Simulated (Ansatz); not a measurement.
Suppose LiP₂ takes space group P4/mbm (No. 127), with Li on 2a; P on 4g. The cell of LiP₂ is invented: 5-, 6-connected net, elements by coordination.

Theory: Ansatz 0.2.0, DFT PBE, scalar-relativistic, plane waves, PAW. Cutoff 420 eV, Γ-centred mesh, Gaussian smearing, no spin polarisation.

The zero of energy is the elements' standard structures at the same level; no fitted shifts are applied. The references include black phosphorus.

Problem. Which cell and coordinates does it relax to?

Solution.

Space group P4/mbm (No. 127). a = 6.410 Å, b = 6.410 Å, c = 2.515 Å, α = 90.00°, β = 90.00°, γ = 90.00°
```tsv
atom	site	symmetry	x	y	z
Li	2a	4/m..	0.5000	0.5000	0.0000
P	4g	m.2m	0.8814	0.6186	0.0000
```

Li is surrounded by 2 Li at 2.51 Å and 4 P at 2.56 Å; P is surrounded by 1 P at 2.15 Å, 2 P at 2.51 Å and 2 Li at 2.56 Å. Another local minimum with the same sites may exist.

Problem. Where does its energy lie, and is it a metal?

Solution. The energy over the elements is −0.09 eV/atom and the gap on the 6×6×14 mesh of the 6-atom cell is 0 eV (a metal). Whether it is stable depends on the other phases of the system, which aren't compared here.

The last run used Gaussian smearing of 0.10 eV. The reference form of P is held partly by dispersion forces, which this level lacks. A structure relaxed within its symmetry needn't be a true minimum.
